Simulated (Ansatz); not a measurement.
Input and command of a plane-wave DFT calculation in Ansatz:

```yaml
crystal:
  lattice:
    - [2.898445864, 0.0, 0.0]
    - [-1.449222932, 2.5101277497, 0.0]
    - [0.0, 0.0, 3.2452463577]
  atoms:
    - { symbol: Be, position: [0.0, 0.0, 0.0] }
    - { symbol: Pd, position: [0.6666666667, 0.3333333333, 0.5] }
basis:
  ecutwfc: 500
kpoints:
  mp_grid: { grid: [24, 24, 18] }
hamiltonian:
  xc: r2scan
scf:
  occupations: { method: gaussian, width: 0.1 }
output:
  forces: true
  stress: true
  eigenvalues: true
relax:
  adjacent_minimum: "off"
  f_tol: 0.01
  max_steps: 80
  cell: { stress_tol: 0.05 }
```

```bash
ansatz run input.yaml --threads 1 --pin off --max-ram 2560MiB --backend cpu --events-out ev --progress --plain --runs-dir out
```

Processor: Arm Neoverse V1, 1 thread, on a host shared with other jobs.

Question: Estimate time, memory and problem size.

Answer: About 6.4 min on 1 thread of Arm Neoverse V1 (shared host), peak memory 0.65 GiB. It solves 14 bands at 610 k points (the mesh reduced by the symmetry that the task leaves, which can be less than the crystal's) with about 565 plane waves (on the last cell), in 53 SCF iterations over 8 ionic steps.
